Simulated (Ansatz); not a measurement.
The elements of this relaxed trial crystal are hidden behind letters.

```
lattice vectors (Å)
   4.3267    0.0000    0.0000
   0.0000    4.3267    0.0000
   0.0000    0.0000    4.3267
fractional positions
X 0.0000 0.0000 0.0000
Z 0.5000 0.0000 0.5000
Z 0.0000 0.5000 0.5000
Z 0.5000 0.5000 0.0000
```

Level of theory: DFT PBE, scalar-relativistic, plane waves, PAW (Ansatz 0.2.0). Plane waves to 420 eV, a 12×12×12 mesh through Γ for the 4-atom cell and 0.10 eV Gaussian smearing; no spin polarisation.

* Space group: Pm-3m (No. 221)
* Conventional cell: a = 4.327 Å
* Volume per atom: 20.25 Å³
* Density: 6.20 g/cm³
* Formation energy: +0.49 eV/atom
* Gap on the 12×12×12 mesh of the 4-atom cell: 0 eV (a metal)

Energies are uncorrected and count from the elements' standard states at the same level.

**Question.** X is a d-block element of period 4 and Z is a p-block element of period 4. Which elements are they?

**Answer.** X = Zn, Z = Se, so the formula is ZnSe3. Density times volume gives a mean mass of 6.20 × 20.25/1.6605 = 75.6 u per atom, and this set has 75.6 u. Zn has 12 Se at 3.06 Å; Se is surrounded by 4 Zn at 3.06 Å and 8 Se at 3.06 Å. Other sets within the hints have nearly the same mass, so mass alone doesn't settle it; this one was computed.

The cell is a metal run without spin; a magnetic state may lie lower. Symmetry constrained the relaxation, so the result can be a saddle point. Another cell of ZnSe3 relaxed alike, in P6_3/mmc, lies 0.43 eV/atom lower, so this cell isn't the stable form at this level.
